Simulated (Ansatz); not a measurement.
Input file for Ansatz (a first-principles code):

Ansatz 0.2 input:
```yaml
crystal:
  lattice:
    - [0.0, 3.270437315, 3.270437315]
    - [3.270437315, 0.0, 3.270437315]
    - [3.270437315, 3.270437315, 0.0]
  atoms:
    - { symbol: Sn, position: [0.5, 0.5, 0.5] }
    - { symbol: Sn, position: [0.75, 0.75, 0.75] }
kpoints:
  mp_grid: { grid: [23, 23, 23] }
hamiltonian:
  xc: pbesol
  pseudopotentials: { kind: paw }
scf:
  occupations: { method: fermi_dirac, width: 0.1 }
elastic: { mode: relaxed_ion, stencil: two_point, amplitude: 0.005, f_tol: 0.0005 }
```

Output (shortened):

```
Pseudopotential: Sn, paw, valence charge 14
Functional definition: PBEsol
Crystal: 2 atoms, lattice volume = 69.960 Å³
Basis set: ecut = 420 eV, 1363 PW (Γ), exchange–correlation on 64×64×64 points (8 copies of the dense FFT grid, shifted against one another)
Bands: 18, of which v1, the nominal top of the filled ones, is band 14 counted from 1 (13 counted from 0)
Symmetry: 48 space group operations
Space group: Fd-3m (ITA 227), of the structure as read, at distance tolerance 4.1e-5 Å
k-points: 364 of 12167
SCF 1 converged in 10 iterations: F = -11899.510045 eV  dr2 = 7.17e-14
Crystal: 2 atoms, lattice volume = 69.610 Å³
Symmetry: 16 space group operations
k-points: 936 of 12167
SCF 2 converged in 9 iterations: F = -11899.509720 eV  dr2 = 1.29e-14
Crystal: 2 atoms, lattice volume = 70.309 Å³
Basis set: ecut = 420 eV, 1379 PW (Γ), exchange–correlation on 64×64×64 points (8 copies of the dense FFT grid, shifted against one another)
SCF 3 converged in 5 iterations: F = -11899.509695 eV  dr2 = 7.66e-14
Crystal: 2 atoms, lattice volume = 69.959 Å³
Symmetry: 8 space group operations
k-points: 1728 of 12167
SCF 4 converged in 12 iterations: F = -11899.509782 eV  dr2 = 7.96e-15
relax step   1: F+E_penalty+E_count = -11899.50978151 eV  Δ(F+E_penalty+E_count) = +0.000e0 eV  max|allowed force component| = 4.135e-2 eV/Å  Δτ_max = 0.0000 Å  (12 SCF iters, accepted)
Crystal: 2 atoms, lattice volume = 69.959 Å³
SCF 5 converged in 9 iterations: F = -11899.509649 eV  dr2 = 5.32e-14
relax step   2: F+E_penalty+E_count = -11899.50964915 eV  Δ(F+E_penalty+E_count) = +1.324e-4 eV  max|allowed force component| = 6.037e-2 eV/Å  Δτ_max = 0.0070 Å  (9 SCF iters, rejected (line search))
Crystal: 2 atoms, lattice volume = 69.959 Å³
SCF 6 converged in 9 iterations: F = -11899.509898 eV  dr2 = 1.53e-14
relax step   3: F+E_penalty+E_count = -11899.50989844 eV  Δ(F+E_penalty+E_count) = -1.169e-4 eV  max|allowed force component| = 1.199e-6 eV/Å  Δτ_max = 0.0028 Å  (9 SCF iters, accepted)
Crystal: 2 atoms, lattice volume = 69.959 Å³
SCF 7 converged in 2 iterations: F = -11899.509898 eV  dr2 = 3.47e-14
Crystal: 2 atoms, lattice volume = 69.959 Å³
SCF 8 converged in 12 iterations: F = -11899.509782 eV  dr2 = 7.96e-15
relax step   1: F+E_penalty+E_count = -11899.50978151 eV  Δ(F+E_penalty+E_count) = +0.000e0 eV  max|allowed force component| = 4.135e-2 eV/Å  Δτ_max = 0.0000 Å  (12 SCF iters, accepted)
Crystal: 2 atoms, lattice volume = 69.959 Å³
SCF 9 converged in 9 iterations: F = -11899.509898 eV  dr2 = 1.32e-14
relax step   2: F+E_penalty+E_count = -11899.50989844 eV  Δ(F+E_penalty+E_count) = -1.169e-4 eV  max|allowed force component| = 1.219e-8 eV/Å  Δτ_max = 0.0028 Å  (9 SCF iters, accepted)
Crystal: 2 atoms, lattice volume = 69.959 Å³
SCF 10 converged in 2 iterations: F = -11899.509898 eV  dr2 = 2.94e-14
SCF converged after 10 iterations
Free energy (F): -11899.510045 eV
Harris-Foulkes:  -11899.510045 eV  (|F-HF|=3.64e-12)
Internal energy: -11899.504743 eV  (E = F + TS)
E sigma→0 (E₀):  -11899.507394 eV
Entropy (-TS):   -0.005301 eV (-2.651 meV/atom)
Fermi energy:    7.414276 eV
--- Per-component energies (eV) ---
  E_band       = -258.253460
  E_kinetic    = 374.976429
  E_local      = -2333.749422  (includes V_loc(G=0)·N_el)
  E_nonlocal   = -60.446779
  E_hartree    = 1333.750372
  E_xc         = -757.334143
  E_vxc        = -192.605026  (∫ρ·V_xc dr)
  E_paw        = -8132.914373  (= ΣΔE_a)
  E_vpaw       = -713.929394  (= ΣTr[D̂ρ^β])
  E_aug_tail   = -0.000001  (compensation charges beyond the density's cutoff)
  E_ewald      = -2324.356505
  E_core_change = 0.569680  (= ΣΔE_core)
  E_smearing   = -0.005301  (= −TS)
  E_closure    = 0.000000  (closes the sum)
  Σ components = -11899.510045   (vs F -11899.510045, Δ=0.00e0)
--- Forces (eV/Å), atoms counted from 1 ---
  atom   1  Sn     0.00000000     0.00000000     0.00000000
  atom   2  Sn     0.00000000     0.00000000     0.00000000
  max |Σ_I F_I| component: 5.09e-17 eV/Å
--- Stress (GPa, compression-positive) ---
       -0.006551       0.000000       0.000000
        0.000000      -0.006551       0.000000
        0.000000       0.000000      -0.006551
  P = ⅓ Tr σ = -0.0066 GPa (-0.066 kbar)
--- Band table (eV; the first three rows and the last of 364) ---
  k-point 0: bands = ["-14.2007", "-14.2007", "-14.2007", "-14.1430", "-14.1430", "-13.8510", "-13.8510", "-13.8510", "-13.8440", "-13.8440", "-3.0948", "6.5243", "7.4654", "7.4654", "7.4654", "9.5257", "9.5257", "9.5257"]
  k-point 1: bands = ["-14.2023", "-14.2023", "-14.2003", "-14.1409", "-14.1409", "-13.8568", "-13.8568", "-13.8516", "-13.8386", "-13.8386", "-3.0768", "6.2386", "7.4253", "7.4253", "7.6340", "9.5771", "9.5771", "9.5921"]
  k-point 2: bands = ["-14.2063", "-14.2063", "-14.1990", "-14.1354", "-14.1354", "-13.8652", "-13.8652", "-13.8532", "-13.8312", "-13.8312", "-3.0231", "5.6821", "7.3180", "7.3180", "7.8299", "9.7156", "9.7156", "9.8179"]
  k-point 363: bands = ["-14.2671", "-14.2638", "-14.0766", "-14.0566", "-14.0069", "-13.9932", "-13.9674", "-13.9504", "-13.7652", "-13.7619", "-0.1691", "0.1311", "4.3148", "4.5399", "10.4177", "10.8551", "11.3865", "11.4769"]
--- Elastic constants: 2 strain directions × 2 members + reference (group order 48) ---
  dense FFT box of the reference and of every strained cell: 32×32×32
  strains applied: 11, 23; error gains: componentwise 1.00 (the most a stress slope's error grows in a printed constant), spectral 1.73 (1 for all six strains …
  C = ∂σ_k/∂η_j (tension-positive GPa; Voigt order 11 22 33 23 13 12):
        61.731     31.269     31.269      0.000      0.000      0.000
        31.269     61.731     31.269      0.000      0.000      0.000
        31.269     31.269     61.731      0.000      0.000      0.000
         0.000      0.000      0.000     26.728      0.000      0.000
         0.000      0.000      0.000      0.000     26.728      0.000
         0.000      0.000      0.000      0.000      0.000     26.728
  reference stress σ⁰ (GPa):      0.007      0.007      0.007      0.000      0.000      0.000
  moduli (Voigt/Reuss/Hill, GPa): K = 41.42/41.42/41.42   G = 22.13/20.53/21.33   E = 54.61   ν = 0.280
  mechanically stable: yes (min eigenvalue of sym C = 26.73 GPa)
  strain η (Voigt 11):  stress-route row diagonal C_11 = 61.73 GPa, energy-path curvature d²(F+E_count+ΔE)/dδ²/Ω₀ = 61.73 GPa
         δ    σ_11 (GPa)             F (eV)   n_scf  n_hpsi   n_pw
    -5.000e-3      -0.3046      -11899.5097195       9  318263   1379   relax 0 steps, max|allowed force component| 2.60e-17 eV/Å
     5.000e-3       0.3127      -11899.5096947       5  254655   1392   relax 0 steps, max|allowed force component| 2.78e-17 eV/Å
  strain η (Voigt 23):  stress-route row diagonal C_44 = 26.73 GPa, energy-path curvature d²(F+E_count+ΔE)/dδ²/Ω₀ = 26.73 GPa
         δ    σ_23 (GPa)             F (eV)   n_scf  n_hpsi   n_pw
    -5.000e-3      -0.1336      -11899.5098984       2  347061   1387   relax 3 steps, max|allowed force component| 1.20e-6 eV/Å
     5.000e-3       0.1336      -11899.5098984       2  346913   1387   relax 2 steps, max|allowed force component| 1.22e-8 eV/Å
```

Cost: around 14 core-minutes (rough) on shared cores.

This is a known low-temperature phase of the composition, computed here at zero pressure and temperature. Symmetry was held in the PBEsol relaxation; whether a distortion lowers the energy is not shown. As this level gives no gap, shear constants depend on the k-mesh and smearing (Fermi–Dirac, 0.1 eV here). Spin–orbit coupling is left out wherever it is not named.

Potentials: the later of the program's two PAW sets.

Ansatz is a plane-wave DFT program.
